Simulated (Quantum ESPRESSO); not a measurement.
TaLi4Rh2Ti, input and log of a self-consistent run

Simulated, not a measurement. The program is pw.x of Quantum ESPRESSO 7.5 (plane-wave density functional theory). The cell is made up: eight metal atoms on a hexagonal close-packed lattice, with elements, volume, strain and displacements drawn at random and not relaxed, so it may be unstable or far from any real phase. PseudoDojo standard norm-conserving files set the functional (PBE unless stated); there is no spin polarisation or spin-orbit coupling, the Fermi-Dirac width of 0.25 eV means electrons at about 2900 K, and the masses in the input are unused placeholders. Heavy elements are run without spin-orbit coupling, which real alloys of them have. A spin test at this wide smearing found no moment, but such smearing suppresses magnetism that the real alloy may have.

Input:

```
&control calculation='scf', pseudo_dir='./dojo.nc.sr.pbe.v0_5.standard.upf', outdir='./o', disk_io='minimal', tprnfor=.true., tstress=.true. /
&system ibrav=0, nat=8, ntyp=4, nbnd=49, ecutwfc=87.97787729, nosym=.true., tot_charge=0,
 occupations='smearing', smearing='fd', degauss=0.0183746611
/
&electrons conv_thr=1.470e-08, electron_maxstep=70, mixing_beta=0.5 /
ATOMIC_SPECIES
Li 1.0 Li.upf
Rh 1.0 Rh.upf
Ta 1.0 Ta.upf
Ti 1.0 Ti.upf
CELL_PARAMETERS angstrom
0.0 5.1125 0.0
2.9517 0.0 4.7481
2.9517 0.0 -4.7481
ATOMIC_POSITIONS angstrom
Ta 0.0376 0.0262 0.0975
Li 2.9037 0.0034 0.0854
Rh 2.9818 1.695 -2.3255
Li 2.9754 1.7764 2.3557
Li 1.5608 2.5876 -0.027
Ti 4.4493 2.6149 0.0568
Rh 1.4969 4.3287 -2.419
Li 1.4408 4.2509 2.341
K_POINTS automatic
5 5 5 1 1 1
```

The log is shortened where brackets say so; the opening notice, blank lines, dates and the lines on written files are dropped, and the path of the files is cut. It prints rydbergs, bohrs and kilobars, and counts compression as positive stress. Its total energy is the free energy E - TS of the whole cell.

```
     Program PWSCF v.7.5
     Parallel version (MPI & OpenMP), running on       4 processor cores
     Number of MPI processes:                 4
     Threads/MPI process:                     1
     [start-up lines left out]
     bravais-lattice index     =            0
     lattice parameter (alat)  =       9.6612  a.u.
     unit-cell volume          =     967.0568 (a.u.)^3
     number of atoms/cell      =            8
     number of atomic types    =            4
     number of electrons       =        71.00
     number of Kohn-Sham states=           49
     kinetic-energy cutoff     =      87.9779  Ry
     charge density cutoff     =     351.9115  Ry
     scf convergence threshold =      1.5E-08
     mixing beta               =       0.5000
     number of iterations used =            8  plain     mixing
     Exchange-correlation= PBE
                           (   1   4   3   4   0   0   0)
     [axes and pseudopotential details left out]
   Cartesian axes
     site n.     atom                  positions (alat units)
         1        Ta     tau(   1) = (   0.0073545   0.0051247   0.0190709  )
         2        Li     tau(   2) = (   0.5679609   0.0006650   0.0167042  )
         3        Rh     tau(   3) = (   0.5832372   0.3315403  -0.4548655  )
         4        Li     tau(   4) = (   0.5819853   0.3474621   0.4607726  )
         5        Li     tau(   5) = (   0.3052910   0.5061320  -0.0052812  )
         6        Ti     tau(   6) = (   0.8702787   0.5114719   0.0111100  )
         7        Rh     tau(   7) = (   0.2927922   0.8466895  -0.4731540  )
         8        Li     tau(   8) = (   0.2818191   0.8314719   0.4578973  )
     number of k points=    63  Fermi-Dirac smearing, width (Ry)=  0.0184
                       cart. coord. in units 2pi/alat
        k(    1) = (   0.1732053   0.1000000   0.0000000), wk =   0.0320000
        k(    2) = (   0.3464105   0.1000000  -0.1076746), wk =   0.0320000
     [further k points left out]
     Dense  grid:   107837 G-vectors     FFT dimensions: (  60,  64,  64)
     Estimated max dynamical RAM per process >     322.42 MB
     Estimated total dynamical RAM >       1.18 GB
     Initial potential from superposition of free atoms
     starting charge      70.9780, renormalised to      71.0000
     Starting wfcs are   48 randomized atomic wfcs +    1 random wfcs
     total cpu time spent up to now is        3.9 secs
     per-process dynamical memory:   247.2 Mb
     Self-consistent Calculation
     iteration #  1     ecut=    87.98 Ry     beta= 0.50
     Davidson diagonalization with overlap
     ethr =  1.00E-02,  avg # of iterations =  3.2
     total cpu time spent up to now is       14.1 secs
     total energy              =    -775.16446819 Ry
     estimated scf accuracy    <       0.87339599 Ry
     iteration #  2     ecut=    87.98 Ry     beta= 0.50
     Davidson diagonalization with overlap
     ethr =  1.23E-03,  avg # of iterations =  2.1
     total cpu time spent up to now is       23.4 secs
     total energy              =    -775.12778925 Ry
     estimated scf accuracy    <       6.19851796 Ry
     iteration #  3     ecut=    87.98 Ry     beta= 0.50
     Davidson diagonalization with overlap
     ethr =  1.23E-03,  avg # of iterations =  2.0
     total cpu time spent up to now is       32.2 secs
     total energy              =    -775.53518098 Ry
     estimated scf accuracy    <       0.43441511 Ry
     iteration #  4     ecut=    87.98 Ry     beta= 0.50
     Davidson diagonalization with overlap
     ethr =  6.12E-04,  avg # of iterations =  2.0
     total cpu time spent up to now is       40.0 secs
     total energy              =    -775.58460369 Ry
     estimated scf accuracy    <       0.61400219 Ry
     iteration #  5     ecut=    87.98 Ry     beta= 0.50
     Davidson diagonalization with overlap
     ethr =  6.12E-04,  avg # of iterations =  1.0
     total cpu time spent up to now is       47.3 secs
     total energy              =    -775.60212537 Ry
     estimated scf accuracy    <       0.10365550 Ry
     [iterations 6 to 8 left out]
     iteration #  9     ecut=    87.98 Ry     beta= 0.50
     Davidson diagonalization with overlap
     ethr =  9.80E-06,  avg # of iterations =  3.3
     total cpu time spent up to now is       78.3 secs
     total energy              =    -775.61590268 Ry
     estimated scf accuracy    <       0.00037674 Ry
     iteration # 10     ecut=    87.98 Ry     beta= 0.50
     Davidson diagonalization with overlap
     ethr =  5.31E-07,  avg # of iterations =  5.2
     total cpu time spent up to now is       87.0 secs
     total energy              =    -775.61592335 Ry
     estimated scf accuracy    <       0.00000262 Ry
     iteration # 11     ecut=    87.98 Ry     beta= 0.50
     Davidson diagonalization with overlap
     ethr =  3.69E-09,  avg # of iterations =  2.8
     total cpu time spent up to now is       96.1 secs
     total energy              =    -775.61592305 Ry
     estimated scf accuracy    <       0.00000663 Ry
     iteration # 12     ecut=    87.98 Ry     beta= 0.50
     Davidson diagonalization with overlap
     ethr =  3.69E-09,  avg # of iterations =  1.1
     total cpu time spent up to now is      103.5 secs
     total energy              =    -775.61592342 Ry
     estimated scf accuracy    <       0.00000006 Ry
     iteration # 13     ecut=    87.98 Ry     beta= 0.50
     Davidson diagonalization with overlap
     ethr =  9.03E-11,  avg # of iterations =  2.1
     total cpu time spent up to now is      112.3 secs
     End of self-consistent calculation
     [lines on levels left out]
!    total energy              =    -775.61592343 Ry
     estimated scf accuracy    <          4.1E-09 Ry
     smearing contrib. (-TS)   =      -0.12191980 Ry
     internal energy E=F+TS    =    -775.49400363 Ry
     The total energy is F=E-TS. E is the sum of the following terms:
     one-electron contribution =    -418.16457201 Ry
     hartree contribution      =     219.31545245 Ry
     xc contribution           =    -135.58174805 Ry
     ewald contribution        =    -441.06313603 Ry
     convergence has been achieved in  13 iterations
     Forces acting on atoms (cartesian axes, Ry/au):
     atom    1 type  3   force =    -0.04181297    0.01452564    0.01998104
     atom    2 type  1   force =     0.01276546    0.00157188   -0.01189204
     atom    3 type  2   force =    -0.01090361   -0.00346961   -0.02599024
     atom    4 type  1   force =     0.00100622   -0.00502900    0.00946319
     atom    5 type  1   force =    -0.01203972   -0.00044722   -0.00840913
     atom    6 type  4   force =     0.03013945   -0.00264626    0.01381630
     atom    7 type  2   force =     0.01811160   -0.00427662   -0.01005707
     atom    8 type  1   force =     0.00273359   -0.00022880    0.01308795
     Total force =     0.074405     Total SCF correction =     0.000176
     Computing stress (Cartesian axis) and pressure
          total   stress  (Ry/bohr**3)                   (kbar)     P=     -105.31
  -0.00047135  -0.00000835   0.00007235          -69.34       -1.23       10.64
  -0.00000835  -0.00064324  -0.00024126           -1.23      -94.62      -35.49
   0.00007235  -0.00024126  -0.00103311           10.64      -35.49     -151.98
     init_run     :      3.66s CPU      3.84s WALL (       1 calls)
     electrons    :    105.35s CPU    108.36s WALL (       1 calls)
     forces       :      1.39s CPU      1.40s WALL (       1 calls)
     stress       :      4.98s CPU      4.99s WALL (       1 calls)
     [timing details left out]
     PWSCF        :   1m55.51s CPU   1m58.75s WALL
     JOB DONE.
```

In other units: free energy -10552.792 eV for the cell, pressure -10.53 GPa, largest force component 1.075 eV/Å in size. The run took 120 s of wall time with four MPI processes on a shared machine (Intel Xeon, 2023 or later, virtual cores), so the time is rough. A rerun of this cell at a higher cutoff and on a denser mesh moved values by no more than 0.003 eV in energy, 0.03 GPa in stress and 0.003 eV/Å in force, and a second program with other atomic files agreed on that cell to 2 % rms in force and 0.5 GPa in pressure.